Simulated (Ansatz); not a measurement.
The start is a relaxed Be cell, doubled along one cell vector, shaken by Gaussian noise of σ = 0.08 Å a coordinate. The cell and all atomic positions are relaxed at zero pressure with PBEsol (plane waves to 420 eV, PAW, scalar-relativistic; Ansatz, a quantum-chemistry and plane-wave program). The first steps use a coarse 18×9×18 k-mesh.

Input geometry:
```
CELL_PARAMETERS angstrom
     -1.24618     1.24618     1.24618
      2.49235    -2.49235     2.49235
      1.24618     1.24618    -1.24618
ATOMIC_POSITIONS crystal
  Be 0.03074 0.03088 0.02604
  Be 0.05525 0.50801 0.02494
```

```yaml
largest_initial_force: 0.82 eV/Å, on Be1, Be2 (atoms numbered as listed)
energy_released: 0.12 eV/atom
volume_change: +1.2 %, from 7.74 to 7.84 Å³/atom
relative_to_the_parent: "It does not go back: it reaches P6₃/mmc (No. 194), hcp (Mg type), 0.10 eV/atom below the parent"
Shortest distances (start → end): "The closest pairs of elements (up to four, under 3.6 Å), start → end: Be–Be 2.04 → 2.20 Å"
band_gap_at_the_end: no gap (metallic)
optimiser_moves: 14
```

Final structure:

```cif
data_Be2
_chemical_formula_sum 'Be2'
_space_group_name_H-M_alt 'P63/mmc'
_space_group_IT_number 194
_space_group_name_Hall '-P 6c 2c'
_cell_length_a 2.25677
_cell_length_b 2.25677
_cell_length_c 3.55294
_cell_angle_alpha 90.000
_cell_angle_beta 90.000
_cell_angle_gamma 120.000
loop_
_atom_site_label
_atom_site_type_symbol
_atom_site_symmetry_multiplicity
_atom_site_Wyckoff_symbol
_atom_site_fract_x
_atom_site_fract_y
_atom_site_fract_z
_atom_site_occupancy
Be1 Be 2 d 0.66667 0.33333 0.25000 1
```

Final values are on a 23×23×13 k-mesh of the relaxed cell. No spin polarisation in the result.

The run could not lose the symmetry of its start.

Of the parent cell (Im-3m (No. 229)): it is a generated cell of Be: the first start was made by placing the elements on the sites of a structure type, and the end was not matched to a known phase here, so it may be hypothetical. Known forms of Be include space group No. 194.
